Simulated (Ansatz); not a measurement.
Values for one crystal, relaxed and computed with LDA (plane waves, PAW; program Ansatz); other levels are named.

```yaml
volume_per_atom: 14.00 Å³
electronic_character: metallic (no gap)
Density of states at the Fermi level: 0.72 states/eV per atom (mean over ±0.08 eV)
Formation energy from the elements (no fitted shifts): -0.42 eV/atom
Bulk modulus (Birch–Murnaghan fit): 287 GPa
Pressure derivative B′: 4.4
```

**Question.** Pick the material that matches.
(A) HgSe, zinc blende
(B) TaS2, P6_3/mmc (Ta on 2c, S on 4f)
(C) BeSe, P4/nmm (Be on 2c, Se on 2a)
(D) Mo3P, I-42m (Mo on 8i, Mo on 8i, Mo on 8g, P on 8f)

**Answer.** D, Mo3P, I-42m (Mo on 8i, Mo on 8i, Mo on 8g, P on 8f)

The workflow started from an entry of the Crystallography Open Database (COD, 173 K). Its standing as an ambient phase is unchecked. The cell was relaxed with LDA under the symmetry of its start; whether a distortion lowers the energy is not shown. No spin polarisation was allowed. The references are the lowest solids computed at this level, not always the standard phases. Scalar-relativistic: spin–orbit coupling is off unless named, which matters more the heavier the elements.

Potentials: the later of the program's two PAW sets.
